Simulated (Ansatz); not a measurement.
# Structure relaxation, Bi₂Se₃

The start is a randomly generated symmetric cell of Bi2Se3 (space group No. 224). The cell and all atomic positions are relaxed at zero pressure with r2SCAN (plane waves to 500 eV, PAW, scalar-relativistic; Ansatz, a quantum-chemistry and plane-wave program). The first steps use a coarse 4×4×4 k-mesh.

Input geometry:
```
CELL_PARAMETERS angstrom
      6.74644     0.00000     0.00000
      0.00000     6.74644     0.00000
      0.00000     0.00000     6.74644
ATOMIC_POSITIONS crystal
  Bi 0.25000 0.25000 0.25000
  Bi 0.75000 0.75000 0.25000
  Bi 0.75000 0.25000 0.75000
  Bi 0.25000 0.75000 0.75000
  Se 0.00000 0.50000 0.50000
  Se 0.50000 0.00000 0.50000
  Se 0.50000 0.50000 0.00000
  Se 0.00000 0.50000 0.00000
  Se 0.50000 0.00000 0.00000
  Se 0.00000 0.00000 0.50000
```

```json
{
 "initial_pressure": "+4.4 GPa (positive: the cell is compressed)",
 "outcome": "The space group stays Pn-3m (No. 224) (the run could not lower it), with 10 atoms in the primitive cell",
 "energy_released": "0.03 eV/atom",
 "band_gap_at_the_end": "zero (metallic)",
 "optimiser_moves": "4"
}
```

Relaxed structure:

Space group Pn-3m, origin choice 1 (No. 224); a = 6.917 Å, b = 6.917 Å, c = 6.917 Å, α = 90.00°, β = 90.00°, γ = 90.00°

| atom | site | symmetry | x | y | z |
|---|---|---|---|---|---|
| Bi | 4b | .-3m | 0.2500 | 0.2500 | 0.2500 |
| Se | 6d | -42.m | 0.0000 | 0.0000 | 0.5000 |

Final values are on a 7×7×7 k-mesh of the relaxed cell. No spin polarisation in the result.

The run could not lose the symmetry of its start, so the end can be a saddle point.

All atoms sit on sites fixed by symmetry, so only the cell could relax.

The relaxed structure here is a generated cell of Bi2Se3: the first start was made by a random draw of sites in a space group, and the end was not matched to a known phase here, so it may be hypothetical. Known forms of Bi2Se3 include space group No. 166.
